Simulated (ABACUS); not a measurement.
Worked example: self-consistent single point of Ti (P6_3/mmc, 2 atoms in the cell; from Materials Project mp-46, changed as shown) in ABACUS.

Method: PBE, PseudoDojo 0.5 standard norm-conserving PBE (tails mended) pseudopotentials (plane waves; ABACUS).

The change in words: lattice scaled by 1.015; ecutwfc: 84 Ry → 50.4 Ry. Reference geometry (P6_3/mmc):
```
CELL_PARAMETERS angstrom
      2.93573     0.00000     0.00000
     -1.46786     2.54242     0.00000
      0.00000     0.00000     4.64086
ATOMIC_POSITIONS crystal
  Ti 0.33333 0.66667 0.25000
  Ti 0.66667 0.33333 0.75000
```

Reference input (self-consistent single point, DFT, PBE, plane waves, PseudoDojo 0.5 standard norm-conserving PBE (tails mended) pseudopotentials): KPT = Gamma 10 10 6 0 0 0; basis_type = pw; ecutwfc = 84 Ry; smearing_method = mp; smearing_sigma = 0.00734986 Ry; potentials = PseudoDojo 0.5 standard norm-conserving PBE (tails mended); symmetry = 1; symmetry_prec = 1e-05; ks_solver = cg; scf_nmax = 100; scf_thr = 1.0e-09 Ry; mixing_type = pulay. This run's input differs from it in these lines:

```diff
@@ -5,3 +5,3 @@
 pseudo_dir           ./
-ecutwfc              84.0
+ecutwfc              50.4
 symmetry             1
@@ -22,8 +22,8 @@
 LATTICE_CONSTANT
-5.547726
+5.630942
 
 LATTICE_VECTORS
-   0.9999999416    0.0000000000    0.0000000000
-  -0.4999999708    0.8660254354    0.0000000000
-   0.0000000000    0.0000000000    1.5808196697
+   0.9999999388    0.0000000000    0.0000000000
+  -0.4999999694    0.8660253329    0.0000000000
+   0.0000000000    0.0000000000    1.5808196723
```

The program printed (abridged):

```
 SELF-CONSISTENT
 -------------------------------------------
                                 init_chg = atomic

 PW ALGORITHM --------------- ION=   1  ELEC=   1--------------------------------
 Notice: Threshold on eigenvalues was too large.

 Density error is 0.118410256858
                          Error Threshold = 0.000255884024722
 E_KohnSham     -237.2944364859      -3228.5564399070
 E_Fermi        0.9881586800         13.4445885757

 PW ALGORITHM --------------- ION=   1  ELEC=   2--------------------------------

 Density error is 0.0383858217844
                          Error Threshold = 0.000493376070241
   [... lines left out ...]

 Density error is 1.04712443496e-09
                          Error Threshold = 1.89825064411e-11
 E_KohnSham     -237.3386182706      -3229.1575639273
 E_Fermi        0.9414032669         12.8084485451

 PW ALGORITHM --------------- ION=   1  ELEC=  12--------------------------------

 Density error is 7.44647227791e-11
                          Error Threshold = 4.363018479e-12
 E_KohnSham     -237.3386182708      -3229.1575639295
 E_KS(sigma->0) -237.3385970663      -3229.1572754284
 E_entropy(-TS) -0.0000636133        -0.0008655034
 E_Fermi        0.9414003765         12.8084092201
 charge density convergence is achieved
 final etot is -3229.1575639 eV
 EFERMI = 12.80840922 eV

 STATE ENERGY(eV) AND OCCUPATIONS    NSPIN == 1
   [... 19 lines left out ...]

 TOTAL-FORCE (eV/Angstrom)
                       Ti1         0.0000000000         0.0000000000         0.0000000000
                       Ti2         0.0000000000         0.0000000000         0.0000000000

 TOTAL-STRESS (KBAR)
      -317.4622047707        -0.0000000000         0.0000000000
        -0.0000000000      -317.4622178820        -0.0000000000
         0.0000000000         0.0000000000      -312.6519943802
 TOTAL-PRESSURE: -315.858806 KBAR

 --------------------------------------------
 !FINAL_ETOT_IS -3229.1575639295338078 eV
 --------------------------------------------
```

The run converged in 12 iterations. Against the reference run the free energy goes up by 563 meV/atom and the pressure goes from 0.57 to -31.59 GPa.

This run is one point of a test of settings, so its values need not be converged; read them against the reference run alone. The structure comes from a collection of computed structures, made at another level of theory; the collection holds predicted forms beside known ones. No clean gap shows at this smearing width and mesh (spacing up to 0.24 Å⁻¹); the mesh is coarse for partly filled bands, so the values carry mesh errors.

Cost on one core: roughly 40 core-seconds.

At a cut-down plane-wave cutoff the stress holds a Pulay term: a spurious tension from the incomplete basis, which lowers the pressure; energies, forces and gaps of such rows are unconverged too.

“Tails mended”: in these copies of the files the far tail of each local potential was reset to the Coulomb form.
